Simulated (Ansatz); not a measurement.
KTaO3 (cubic perovskite, space group No. 221) at seven volumes, PBE in the plane-wave PAW code Ansatz, scaled uniformly. One row is withheld.

```tsv
V (Å³/atom)	P (GPa)
11.852	21.98
12.243	13.42
12.633	?
13.024	0.00
13.415	-5.22
13.806	-9.65
14.196	-13.39
```

Problem. Fit the shown pressures and predict the withheld one.

Solution. P = (3/2)B₀(x^(7/2) − x^(5/2))[1 + (3/4)(B′ − 4)(x − 1)] with x = (V₀/V)^(2/3). Least squares on the six rows gives V₀ = 13.024 Å³/atom, B₀ = 189 GPa, B′ = 4.48. At V = 12.633, x = 1.0205 and P = 6.17 GPa. The run itself gave 6.16 GPa.

Space group Pm-3m (cubic perovskite). Symmetry was held in the PBE relaxation. No spin polarisation was allowed. Scalar-relativistic: spin–orbit coupling is off unless named, which matters more the heavier the elements.

Potentials: the earlier of the program's two PAW sets.
